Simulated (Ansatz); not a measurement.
**Property card for AlO2**

AlO$_{2}$:
```xyz
12
Lattice="9.3138 0.0000 0.0000 0.0000 2.8877 0.0000 0.0000 0.0000 4.7343" Properties=species:S:1:pos:R:3 pbc="T T T"
Al     6.1752     0.7219     2.6013
Al     3.1386     2.1658     2.1330
Al     7.7955     2.1658     0.2341
Al     1.5183     0.7219     4.5002
O      4.9494     2.1658     1.6377
O      4.3644     0.7219     3.0966
O      9.0213     0.7219     4.0049
O      0.2925     2.1658     0.7295
O      2.1127     2.1658     3.6007
O      7.2011     0.7219     1.1336
O      2.5442     0.7219     1.2335
O      6.7696     2.1658     3.5008
```
The run is spin-polarised; directions of the spins, atom by atom: 0 0 0 0 ↑ ↑ ↑ ↑ 0 0 0 0.

Space group Pnma (No. 62); conventional cell a = 9.3138 Å, b = 2.8877 Å, c = 4.7343 Å, α = 90.00°, β = 90.00°, γ = 90.00°.

Method: DFT-r²SCAN in the program Ansatz with PAW potentials. Structure relaxed to zero pressure with the same functional. Other levels are named where they apply.

### Cell and energy

- Volume per atom: 10.61 Å³
- Density: 3.08 g/cm³
- Formation energy from the elements (no fitted shifts): -2.35 eV/atom

### Electronic structure

Band gap: 0.61 eV (indirect)
Valence-band maximum: at Γ
Conduction-band minimum: on the Y–Γ line, 46 % of the way from Y (k = 0.000, 0.271, 0.000 in fractions of the reciprocal vectors) (2 equivalent valleys)
Smallest direct gap on the standard path: 1.00 eV
Electron effective mass: 1.0, 1.1, 2.1 mₑ (principal values)
Hole effective mass: 0.98, 1.2, 2.3 mₑ (principal values)

### Magnetism

- Magnetic order: ferromagnetic
- Net moment: 0.33 μB per atom

### Mechanics

* **Elastic constants (relaxed ions, GPa)**: C11 = 262, C22 = 296, C33 = 124, C12 = 67.6, C13 = 81.0, C23 = 58.8, C44 = 63.9, C55 = 55.4, C66 = 40.6
* **Mechanical stability**: stable (all eigenvalues of C positive)
* **Hill bulk and shear moduli**: 113 and 59.4 GPa
* **Young's modulus**: 152 GPa
* **Poisson's ratio**: 0.28
* **Debye temperature from the elastic constants**: 663 K

### Charges

- Bader charges = Al +2.59, O -1.68 to -0.91 e

The workflow started from a Materials Project entry (that database holds measured and hypothetical structures alike); the Crystallography Open Database copy checked does not list it. Whether it is the stable phase at ambient conditions was not checked. The cell was relaxed with r²SCAN under the symmetry of its start; its stability against distortions is not shown here. Spin order of the final state: ferromagnetic, chosen from 4 collinear starts compared on coarse meshes (ties went to the first, and starts can fall back to one state), not a proven ground state. Other orbital occupations within this spin state were not tried. No Hubbard U is applied. The references are the lowest solids computed at this level, not always the standard phases (solids in place of the gases).

Potentials: the later of the program's two PAW sets.
